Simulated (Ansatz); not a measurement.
Start of a relaxation of FePb₂O₄:

```xyz
7
Lattice="-3.1900 3.1900 2.6020 3.1900 -3.1900 2.6020 3.1900 3.1900 -2.6020" Properties=species:S:1:pos:R:3 pbc="T T T"
Fe    0.0000    0.0000    0.0000
Pb    0.0000    3.1900    1.3010
Pb    3.1900    0.0000    1.3010
O     1.9140    1.9140    0.0000
O     1.2760   -1.2760    2.6020
O     1.2760    1.2760    2.6020
O    -1.2760    1.2760    2.6020
```

Level of theory: DFT PBE, scalar-relativistic, plane waves, PAW in Ansatz 0.2.0. Cutoff 420 eV, Gaussian smearing, Γ-centred meshes. Cell and atoms relax first on a coarse mesh, the cell is then made exact in the group found at 0.06 to 0.08 Å, and last on a converged mesh; the steps can't lower the symmetry of their start. Collinear spin, starting moments Fe 4.0 μB.

A guess keeps its type if space group and coordination stay and the shape of the cell changes little (axis ratios within about 15 %, angles within 6°); the volume may change.

Question: Does it keep its structure type, or change into something else?

Answer: It doesn't keep its type. The symmetry stays I4/mmm (No. 139). The volume per atom grows by 7.0 %, from 15.1 to 16.2 Å³. The shortest distance goes from 2.55 Å (O–O) to 1.81 Å (Fe–O). The ratio c/a of the conventional cell changes by a factor of 1.40. Counting neighbours within 15 % of an atom's shortest distance, the start has Fe 4, O 9, Pb 10 and the end Fe 4, O 1, Pb 8. In detail, at the end Fe is surrounded by 4 O at 1.81 Å; Pb is surrounded by 8 O at 2.66 Å; O is surrounded by 1 Fe at 1.81 Å, 2 O at 2.56 Å and 4 Pb at 2.66 Å.

```cif
data_structure
_symmetry_space_group_name_H-M 'P 1'
_symmetry_Int_Tables_number 1
_cell_length_a 5.3019
_cell_length_b 5.3019
_cell_length_c 5.3019
_cell_angle_alpha 113.268
_cell_angle_beta 113.268
_cell_angle_gamma 102.119
_cell_volume 113.34
loop_
_atom_site_label
_atom_site_type_symbol
_atom_site_fract_x
_atom_site_fract_y
_atom_site_fract_z
_atom_site_occupancy
Fe1 Fe 0.00000 0.00000 0.00000 1
Pb1 Pb 0.75000 0.25000 0.50000 1
Pb2 Pb 0.25000 0.75000 0.50000 1
O1 O 0.21928 0.21928 0.43857 1
O2 O 0.21928 0.78072 0.00000 1
O3 O 0.78072 0.78072 0.56143 1
O4 O 0.78072 0.21928 0.00000 1
```

The last run used collinear spin, an 8×8×8 mesh for its 7-atom cell and Gaussian smearing of 0.10 eV. These runs have no spin–orbit coupling, which can matter for Pb. No Hubbard U is applied to the open shell of Fe. Another magnetic order may lie lower. Symmetry constrained the relaxation, so the result can be a saddle point. Another cell of the same search, in I4/mmm, lies 106 meV/atom lower, so this cell isn't the stable form at this level.
